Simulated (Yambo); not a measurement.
```
SiO2
1.0
    5.06109     0.00000     0.00000
   -2.53055     4.38303     0.00000
    0.00000     0.00000     5.54050
O Si
6 3
Direct
  0.79137   0.58274   0.50000
  0.20863   0.79137   0.83333
  0.41726   0.20863   0.16667
  0.20863   0.41726   0.50000
  0.79137   0.20863   0.83333
  0.58274   0.79137   0.16667
  0.00000   0.50000   0.66667
  0.50000   0.00000   0.00000
  0.50000   0.50000   0.33333
```

Response from Yambo on LDA (Quantum ESPRESSO, PseudoDojo norm-conserving, 84 Ry, scalar-relativistic) bands: 6×6×4 mesh, 95 bands, 3 Ry local-field block, 0.2 eV broadening.

Task: Give the static electronic dielectric constant without and with local fields along each axis.

Result: 
| field along | ε(0), independent particles | ε(0), RPA with local fields | refractive index √ε |
|---|---|---|---|
| x | 2.46 | 2.30 | 1.52 |
| z | 2.46 | 2.32 | 1.52 |
Electronic (clamped-ion) response only. LDA gaps are usually too small, which raises these values. Convergence of the RPA response with its 6×6×4 mesh was not tested. x, y and z are Cartesian axes of the cell as given.

Geometry of the Materials Project entry, not relaxed at this level.

This is not the ordinary phase of the substance.
